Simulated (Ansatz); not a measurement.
(101) slab cut from the bulk of MoS2, 15 Å of vacuum:

```yaml
crystal:
  lattice:
    - [3.12041, 0.00000, 0.00000]
    - [-1.56020, 6.15233, 0.00000]
    - [0.00000, 0.00000, 27.00624]
  atoms:
    - { symbol: S, position: [0.89272, 0.78544, 0.27771] }
    - { symbol: Mo, position: [0.53216, 0.06431, 0.30203] }
    - { symbol: S, position: [0.17159, 0.34318, 0.32634] }
    - { symbol: S, position: [0.42488, 0.84975, 0.37670] }
    - { symbol: Mo, position: [0.06431, 0.12862, 0.40101] }
    - { symbol: S, position: [0.70374, 0.40749, 0.42533] }
    - { symbol: S, position: [0.95703, 0.91406, 0.47568] }
    - { symbol: Mo, position: [0.59647, 0.19293, 0.50000] }
    - { symbol: S, position: [0.23590, 0.47180, 0.52432] }
    - { symbol: S, position: [0.48919, 0.97838, 0.57467] }
    - { symbol: Mo, position: [0.12862, 0.25724, 0.59899] }
    - { symbol: S, position: [0.76806, 0.53611, 0.62330] }
    - { symbol: S, position: [0.02134, 0.04269, 0.67366] }
    - { symbol: Mo, position: [0.66078, 0.32155, 0.69797] }
    - { symbol: S, position: [0.30021, 0.60042, 0.72229] }
```

Method: DFT PBEsol, scalar-relativistic, plane waves, PAW (Ansatz 0.2.0). Settings: cutoff 420 eV, Γ-centred mesh 11×6×1 on the computed 15-atom cell, Gaussian smearing of 0.10 eV; no spin polarisation. The cell repeats along c with a dipole correction in the vacuum.

This base run converges in 9 iterations with a largest force of 3.807 eV/Å and a work function of 4.89 eV on the top face.

One setting at a time is then changed, some of them on purpose to poor values; changes count from the base run, energies are extrapolated to zero smearing, γ keeps the base's bulk energy, atoms stay where they are, and risky runs are capped at 50 to 100 iterations.

Question: What happens with occupations fermi-dirac 0.025 eV?

Answer: It converges in 9 iterations; ΔE (meV/atom) +0.1, Δγ (J/m²) 0.000, Δφ top (eV) -0.01, largest force (eV/Å) 3.783, largest change of a force (eV/Å) 0.034.

Question: What happens with cutoff 200 eV?

Answer: It converges in 10 iterations; ΔE (meV/atom) +1433.7, Δφ top (eV) +0.09, largest force (eV/Å) 3.891, largest change of a force (eV/Å) 0.148.

Question: What happens with n_extra_bands = 30?

Answer: It converges in 9 iterations; ΔE (meV/atom) 0.0, Δγ (J/m²) 0.000, Δφ top (eV) 0.00, largest force (eV/Å) 3.807, largest change of a force (eV/Å) 0.000.

Question: What happens with k mesh 2×2×1?

Answer: It converges in 12 iterations; ΔE (meV/atom) +35.0, Δγ (J/m²) +0.219, Δφ top (eV) +0.27, largest force (eV/Å) 3.622, largest change of a force (eV/Å) 0.331.

Question: What happens with occupations gaussian 0.01 eV?

Answer: It converges in 11 iterations; ΔE (meV/atom) +0.1, Δγ (J/m²) 0.000, Δφ top (eV) -0.02, largest force (eV/Å) 3.760, largest change of a force (eV/Å) 0.070.

The smearing is narrow for a metal on this mesh. In some of the runs (cutoff 200) charge leaks into the vacuum, so their work functions can be off.

The reference crystal is a form of MoS2, which isn't its usual structure.

Cost: 8 runs of about 12 core-minutes in all, on AMD EPYC 7R43 (Zen 3) (shared hosts).